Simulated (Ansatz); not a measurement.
Total density of states per atom from plane-wave PAW PBE+D3(BJ) (Ansatz code), in 0.25 eV bins, energy from the valence-band maximum:

```
E (eV) | states/eV/atom
    -7.85 |  0.00
    -7.60 | ################ 4.56
    -7.35 | ############################## 8.77
    -7.10 |  0.00
    -6.85 |  0.00
    -6.60 |  0.00
    -6.35 |  0.00
    -6.10 |  0.00
    -5.85 |  0.00
    -5.60 |  0.00
    -5.35 |  0.00
    -5.10 |  0.00
    -4.85 |  0.00
    -4.60 |  0.00
    -4.35 |  0.00
    -4.10 |  0.00
    -3.85 | ### 0.94
    -3.60 | #### 1.29
    -3.35 | # 0.37
    -3.10 | # 0.22
    -2.85 | ## 0.56
    -2.60 | ### 0.75
    -2.35 | ## 0.55
    -2.10 | ### 0.95
    -1.85 | #### 1.03
    -1.60 | #### 1.25
    -1.35 | #### 1.19
    -1.10 | ### 0.89
    -0.85 | #### 1.15
    -0.60 | ###### 1.64
    -0.35 | ######## 2.26
    -0.10 | ### 0.95
     0.15 |  0.00
     0.40 |  0.00
     0.65 |  0.00
     0.90 |  0.00
     1.15 |  0.00
     1.40 |  0.00
     1.65 |  0.00
     1.90 |  0.00
     2.15 |  0.00
     2.40 |  0.12
     2.65 | ## 0.53
     2.90 | ### 0.76
     3.15 | ### 0.81
     3.40 | # 0.43
     3.65 |  0.02
     3.90 |  0.00
     4.15 |  0.00
     4.40 |  0.00
     4.65 |  0.05
     4.90 | # 0.16
     5.15 | ## 0.71
     5.40 | ### 0.85
     5.65 | ## 0.62
     5.90 | ## 0.51
     6.15 | #### 1.24
     6.40 | #### 1.12
     6.65 | ###### 1.67
     6.90 | ##### 1.37
     7.15 | #### 1.11
```

### Question
Which compound is it?
A. ZrS2, CdI2 type
B. ZrSe2, CdI2 type
C. CdI2, CdI2 type
D. TiSe2, CdI2 type

### Answer
C, CdI2, CdI2 type. Top 1 eV of the valence band: I 5p 96 %. Bottom 1 eV of the conduction band: Cd 5s 52 %, I 5p 37 %, outside the projected shells 9 %. Projections are on Löwdin-orthogonalised atomic valence shells; empty p or d shells of many metals are not among them.

Space group P-3m1 (CdI2 type). The PBE+D3(BJ) relaxation kept the symmetry of its start; phonons on a q-mesh show no instability. Spin–orbit coupling is left out wherever it is not named.

Potentials: the later of the program's two PAW sets.
